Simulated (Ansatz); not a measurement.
Ti3Al in space group P6_3/mmc (No. 194; Al on 2c, Ti on 6h) at seven volumes, plane-wave PAW LDA (Ansatz code), shape and atoms relaxed at each. One row is withheld.

| V (Å³/atom) | P (GPa) |
|---|---|
| 14.188 | 14.45 |
| 14.655 | ? |
| 15.123 | 4.16 |
| 15.591 | 0.00 |
| 16.059 | -3.61 |
| 16.526 | -6.75 |
| 16.994 | -9.48 |

Task: Fit the shown pressures and predict the withheld one.

Result: Third-order Birch–Murnaghan: P = (3/2)B₀(x^(7/2) − x^(5/2))[1 + (3/4)(B′ − 4)(x − 1)] with x = (V₀/V)^(2/3). Least squares on the six rows gives V₀ = 15.591 Å³/atom, B₀ = 128.9 GPa, B′ = 3.67. At V = 14.655, x = 1.0421 and P = 8.94 GPa. The run itself gave 8.94 GPa.

Symmetry was held in the LDA relaxation. The run is not spin-polarised.

Potentials: the later of the program's two PAW sets.
